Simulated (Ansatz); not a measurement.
Relaxed-ion elastic tensor of Ge$_{2}$Sb$_{2}$Te$_{5}$ in space group P-3m1 (No. 164; Pearson symbol hP9) in GPa (Voigt order), DFT-LDA in the program Ansatz with PAW potentials; density 6.71 g/cm³, 28.23 Å³ per atom.

|  | 1 | 2 | 3 | 4 | 5 | 6 |
|---|---|---|---|---|---|---|
| 1 | 96.0 | 21.1 | 32.6 | 20.8 | 0.0 | 0.0 |
| 2 | 21.1 | 96.0 | 32.6 | -20.8 | 0.0 | 0.0 |
| 3 | 32.6 | 32.6 | 67.3 | 0.0 | 0.0 | 0.0 |
| 4 | 20.8 | -20.8 | 0.0 | 46.3 | 0.0 | 0.0 |
| 5 | 0.0 | 0.0 | 0.0 | 0.0 | 46.3 | 20.8 |
| 6 | 0.0 | 0.0 | 0.0 | 0.0 | 20.8 | 37.5 |

Question: Is the crystal mechanically stable?

Answer: Yes: the smallest eigenvalue of C is 20.6 GPa.

Question: Work out the Voigt, Reuss and Hill averages.

Answer: K_V = 48.0, K_R = 47.5, K_H = 47.8; G_V = 37.5, G_R = 28.0, G_H = 32.7 GPa.

Question: Give Young's modulus, Poisson's ratio, Pugh's ratio and the universal anisotropy index.

Answer: E = 9KG/(3K + G) = 80.0 GPa; ν = 0.22; K/G = 1.46 (brittle by the Pugh limit of 1.75); A_U = 5G_V/G_R + K_V/K_R − 6 = 1.73.

Question: Estimate the sound speeds and the Debye temperature.

Answer: v_l = √((K + 4G/3)/ρ) = 3690 m/s, v_t = √(G/ρ) = 2210 m/s, mean 2440 m/s; Θ = (h/k)(3n/4πV)^(1/3) v_m = 239 K.

Question: How much does each axis shrink under pressure?

Answer: Linear compressibilities β_i = Σ_j S_ij (j = 1 to 3): x 6.0, y 6.0, z 9.0 per TPa.

Symmetry was held in the LDA relaxation; of distortions, only those at the zone centre were tested. A crystal of weakly bound layers computed without a dispersion correction: the cell and the soft elastic constants depend strongly on that. As this level gives no gap, shear constants depend on the k-mesh and smearing (Fermi–Dirac, 0.1 eV here). Scalar-relativistic: spin–orbit coupling is off unless named, which matters more the heavier the elements.

Potentials: the later of the program's two PAW sets.
